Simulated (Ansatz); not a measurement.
Pd:
```
CELL_PARAMETERS angstrom
      2.69428     0.00000     0.00000
     -1.34714     2.33331     0.00000
      0.00000     0.00000     4.52063
ATOMIC_POSITIONS crystal
  Pd 0.66667 0.33333 0.75000
  Pd 0.33333 0.66667 0.25000
```

Relaxed with LDA. Special points in fractions of this cell's reciprocal vectors: Γ (0.000, 0.000, 0.000); M (0.500, 0.000, 0.000); K (0.333, 0.333, 0.000); A (0.000, 0.000, 0.500); L (0.500, 0.000, 0.500); H (0.333, 0.333, 0.500).

### Question
List the band energies nearest the Fermi level at these points for plane-wave PAW LDA (Ansatz code).

### Answer
In eV from the Fermi level; about four levels below and three above (degenerate sets whole), none deeper than 8.9 eV; … stands for higher levels left out; points with the same levels are listed once.

| k | below | above |
|---|---|---|
| Γ | -1.75 -1.75 -0.24 -0.24 | 0.61 … |
| M | -2.90 -2.74 -2.35 -1.94 | 0.03 0.05 0.26 |
| K | -2.03 -0.57 -0.57 -0.44 | 6.12 … |
| A | -0.74 -0.74 -0.74 -0.74 | … |
| L | -1.64 -1.64 -0.53 -0.53 | 0.17 0.17 2.59 2.59 |
| H | -1.98 -1.98 -0.18 -0.18 | 7.17 7.17 … |

Space group P6_3/mmc (hcp (Mg type)). The workflow started from a Materials Project entry (that database holds measured and hypothetical structures alike); the Crystallography Open Database copy checked does not list it. It is not the phase usual at ambient conditions (space group No. 225). The LDA relaxation kept the symmetry of its start; whether a distortion lowers the energy is not shown. The workflow began spin-polarised and lost its moments. Scalar-relativistic: spin–orbit coupling is off unless named, which matters more the heavier the elements.

Potentials: the later of the program's two PAW sets.
